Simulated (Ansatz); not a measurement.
Sb:
```
CELL_PARAMETERS angstrom
      0.00000     3.43710     3.43710
      3.43710     0.00000     3.43710
      3.43710     3.43710     0.00000
ATOMIC_POSITIONS crystal
  Sb 0.00000 0.00000 0.00000
  Sb 0.25000 0.25000 0.25000
```

Relaxed with PBEsol. Special points in fractions of this cell's reciprocal vectors: Γ (0.000, 0.000, 0.000); X (0.500, 0.000, 0.500); U (0.625, 0.250, 0.625); K (0.375, 0.375, 0.750); L (0.500, 0.500, 0.500); W (0.500, 0.250, 0.750).

### Question
List the band energies nearest the Fermi level at these points for the program Ansatz at the PBEsol level (PAW).

### Answer
In eV from the Fermi level; about four levels below and three above (degenerate sets whole), none deeper than 8.9 eV; points with the same levels are listed once.

```csv
k,below,above
Γ,-5.09 -1.71 -1.71 -1.71,0.61 0.61 0.61
X,-3.42 -3.42 -0.43 -0.43,4.48 4.48 6.37 6.37
U,-3.96 -3.18 -0.39,1.30 3.29 3.51
L,-8.04 -2.53 -2.53 -2.17,1.68 1.68 4.28
W,-3.74 -3.74,0.96 0.96 2.67 2.67
```

Space group Fd-3m (diamond). The start of the workflow was typed in or built on a structure type; neither database checked (COD, Materials Project) lists it. It is not the phase usual at ambient conditions (space group No. 166). Symmetry was held in the PBEsol relaxation. At this level the phase is mechanically unstable. Spin–orbit coupling is left out wherever it is not named.

Potentials: the earlier of the program's two PAW sets. The files were generated under PBE; for other functionals the program regenerates the frozen cores, and for LDA and PBEsol the local potential too.
